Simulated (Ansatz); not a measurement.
Ansatz input

```yaml
crystal:
  lattice:
    - [2.9844594635, 0.0, 0.0]
    - [-1.4922297318, 2.584617712, 0.0]
    - [0.0, 0.0, 5.0623431344]
  atoms:
    - { symbol: Hg, position: [0.3333333333, 0.6666666667, 0.25] }
    - { symbol: Hg, position: [0.6666666667, 0.3333333333, 0.75] }
hamiltonian:
  xc: lda
  pseudopotentials:
    kind: paw
    azcp:
      Hg: "pseudopotentials/Hg.paw.azcp"
basis:
  ecutwfc: 420
  fft_grid_basis: typed
kpoints:
  mp_grid: { grid: [13, 13, 7], shift: [0, 0, 0] }
magnetization:
  spin_polarized: false
scf:
  occupations: { method: fermi_dirac, width: 0.1 }
  lower_state_search: "off"
output:
  stress: true
```

Terminal output

```
Warning: the record states the generating functional pbe (its physics header spells it `PBE`), which answers neither for hamiltonian.xc's functional nor for the lda family's — results may be inconsistent (PPs are generated against a specific XC)
Engine: ansatz 0.2.0, aarch64-unknown-linux-gnu
Pseudopotentials: kind: paw
Pseudopotential: Hg, paw, valence charge 20, recommended cutoff 420 eV (normal) 
Functional definition: SPW92
  exchange = slater_x
  correlation = pw_c
Crystal: 2 atoms, lattice volume = 39.049 Å³
Basis set: ecut = 420 eV, 749 PW (Γ)
Bands: 24, of which v1, the nominal top of the filled ones, is band 20 counted from 1 (19 counted from 0)
Symmetry: 24 space group operations
Space group: P63/mmc (ITA 194), of the structure as read, at distance tolerance 3.4e-5 Å
k-points: 84 of 1183
Non-local potential: Hg, projectors of the file, l = 0: 3, l = 1: 2, l = 2: 2, l = 3: 1
PAW form: soft (Blöchl's): semilocal exchange-correlation on the pseudo side does not see the compensation charge
PAW frozen core: Hg, regenerated for the run's functional, and the local potential with it (the file was generated under x = pbe(κ = 0.804, μ = 0.2195149727645171), c = pbe(β = 0.06672455060314922))
PAW one-centre angular grid: Hg, 590 points (default); XC on 64 Gauss nodes
Initial density: superposition of atomic densities (neutral atoms: chi_scale 0, normalization atom), corrected by the library's trained network
Initial wavefunctions: pseudopotential atomic-orbital guess
Functional: x = slater, c = lda
SCF iter   1: F=—  HF=-27044.674562 eV  |F-HF|=—  |Δ(HF+E_count)|=         —  Δρ=6.22e-3  dr2=6.09e-3  ethr=1.77e-3  ⟨swp⟩=5.0  Hψ=7581  notcnv=0
SCF iter   2: F=—  HF=-27044.673781 eV  |F-HF|=—  |Δ(HF+E_count)|=   7.80e-4  Δρ=3.17e-3  dr2=1.09e-3  ethr=1.52e-5  ⟨swp⟩=2.1  Hψ=3430  notcnv=0
SCF iter   3: F=—  HF=-27044.673582 eV  |F-HF|=—  |Δ(HF+E_count)|=   1.99e-4  Δρ=6.74e-4  dr2=6.18e-5  ethr=2.73e-6  ⟨swp⟩=2.0  Hψ=2725  notcnv=0
SCF iter   4: F=—  HF=-27044.673577 eV  |F-HF|=—  |Δ(HF+E_count)|=   5.23e-6  Δρ=9.85e-5  dr2=4.17e-6  ethr=1.54e-7  ⟨swp⟩=1.0  Hψ=2034  notcnv=0
SCF iter   5: F=—  HF=-27044.673577 eV  |F-HF|=—  |Δ(HF+E_count)|=   9.00e-8  Δρ=2.74e-5  dr2=2.71e-7  ethr=1.04e-8  ⟨swp⟩=2.4  Hψ=2842  notcnv=0
SCF iter   6: F=-27044.673577 eV  HF=-27044.673577 eV  |F-HF|=5.94e-9  |Δ(HF+E_count)|=   2.50e-8  Δρ=6.38e-6  dr2=1.36e-8  ethr=2.50e-10  ⟨swp⟩=4.0  Hψ=6720  notcnv=0
SCF 1 converged in 6 iterations: F = -27044.673577 eV  dr2 = 1.36e-8
SCF converged after 6 iterations
Free energy (F): -27044.673577 eV
Harris-Foulkes:  -27044.673577 eV  (|F-HF|=5.94e-9)
Internal energy: -27044.646482 eV  (E = F + TS)
E sigma→0 (E₀):  -27044.660030 eV
Entropy (-TS):   -0.027095 eV (-13.548 meV/atom)
Fermi energy:    18.859493 eV
--- Per-component energies (eV) ---
  E_band       = -641.520353
  E_kinetic    = 1213.581807
  E_local      = -4390.781622  (includes V_loc(G=0)·N_el)
  E_nonlocal   = 159.481826
  E_hartree    = 1899.755926
  E_xc         = -441.126537
  E_vxc        = -528.184166  (∫ρ·V_xc dr)
  E_paw        = -19310.030299  (= ΣΔE_a)
  E_vpaw       = -895.123975  (= ΣTr[D̂ρ^β])
  E_aug_tail   = 0.001666  (compensation charges beyond the density's cutoff)
  E_ewald      = -6176.681435
  E_core_change = 1.152185  (= ΣΔE_core)
  E_smearing   = -0.027095  (= −TS)
  E_closure    = -0.000000  (closes the sum)
  Σ components = -27044.673577   (vs F -27044.673577, Δ=0.00e0)
--- Stress (GPa, compression-positive) ---
        9.896977      -0.000000       0.000000
       -0.000000       9.896977       0.000000
        0.000000       0.000000       9.246084
  P = ⅓ Tr σ = 9.6800 GPa (96.800 kbar)
```
